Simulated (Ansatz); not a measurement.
An elastic tensor (GPa, Voigt order, standard axes) from plane-wave PAW LDA (Ansatz code):

|  | 1 | 2 | 3 | 4 | 5 | 6 |
|---|---|---|---|---|---|---|
| 1 | 155 | 98.2 | 98.2 | 0.0 | 0.0 | 0.0 |
| 2 | 98.2 | 155 | 98.2 | 0.0 | 0.0 | 0.0 |
| 3 | 98.2 | 98.2 | 155 | 0.0 | 0.0 | 0.0 |
| 4 | 0.0 | 0.0 | 0.0 | 34.2 | 0.0 | 0.0 |
| 5 | 0.0 | 0.0 | 0.0 | 0.0 | 34.2 | 0.0 |
| 6 | 0.0 | 0.0 | 0.0 | 0.0 | 0.0 | 34.2 |

Task: Pick the material that matches.
A) In2Pt, fluorite or antifluorite type
B) KCl, rock salt
C) MgPt3, Cu3Au type
D) NaI, rock salt

Result: A, In2Pt, fluorite or antifluorite type

Space group Fm-3m (fluorite or antifluorite type). The first step of the workflow began from a Materials Project structure, measured or hypothetical; the Crystallography Open Database files this formula in space group No. 225, but the cells were not matched. Whether it is the stable phase at ambient conditions was not checked. Symmetry was held in the LDA relaxation; of distortions, only those at the zone centre were tested. The run is not spin-polarised. As this level gives no gap, shear constants depend on the k-mesh and smearing (Fermi–Dirac, 0.1 eV here). Scalar-relativistic: spin–orbit coupling is off unless named, which matters more the heavier the elements.

Potentials: the later of the program's two PAW sets.
